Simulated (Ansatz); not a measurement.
Cr (bcc (W type)), relaxed and computed with several functionals in Ansatz (plane waves, PAW).

| functional | a (Å) | spin order and moments (μB) |
|---|---|---|
| PBE+D3(BJ) | 2.832 | antiferromagnetic; net 0.00 per atom; largest site about 0.9 |
| r²SCAN+D4 | 2.946 | antiferromagnetic; net 0.00 per atom; largest site about 2.7 |
| PBE | 2.866 | antiferromagnetic; net 0.00 per atom; largest site about 1.1 |
| r²SCAN | 2.959 | antiferromagnetic; net 0.00 per atom; largest site about 2.8 |

Spin orders computed, not proven ground states: Cr, bcc (W type) with PBE+D3(BJ) antiferromagnetic; Cr, bcc (W type) with r²SCAN+D4 antiferromagnetic; Cr, bcc (W type) with PBE antiferromagnetic; Cr, bcc (W type) with r²SCAN antiferromagnetic. All cells were relaxed under the symmetry of their starts (and spin orders); stability against distortions was not tested throughout.

Potentials: the later of the program's two PAW sets.

Ansatz (a program for electronic structure) is a plane-wave DFT program.
